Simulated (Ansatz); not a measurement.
CoPtW:
```
CELL_PARAMETERS angstrom
      2.74011     0.00000     0.00000
     -1.37005     2.37300     0.00000
      0.00000     0.00000     6.54818
ATOMIC_POSITIONS crystal
  Co 0.00000 0.00000 0.99569
  Pt 0.33333 0.66667 0.32727
  W  0.66667 0.33333 0.67704
```
The run is spin-polarised; directions of the spins, atom by atom: ↑ 0 0.

Relaxed with r²SCAN.

Q: Give the Bader charges and basin volumes of the independent atoms, plane-wave PAW r²SCAN (Ansatz code).

A: 

```csv
atom,Bader charge (e),Bader volume (Å³)
Co1,+0.06,11.8
Pt2,-0.52,16.4
W3,+0.46,14.4
```

Space group P3m1. The start of the workflow was typed in or built on a structure type; neither database checked (COD, Materials Project) lists it. Whether it is the stable phase at ambient conditions was not checked. The r²SCAN relaxation kept the symmetry of its start; its stability against distortions is not shown here. The final state is ferromagnetic, the only order run, not a proven ground state. Other orbital occupations within this spin state were not tried. Scalar-relativistic: spin–orbit coupling is off unless named, which matters more the heavier the elements.

Potentials: the earlier of the program's two PAW sets.
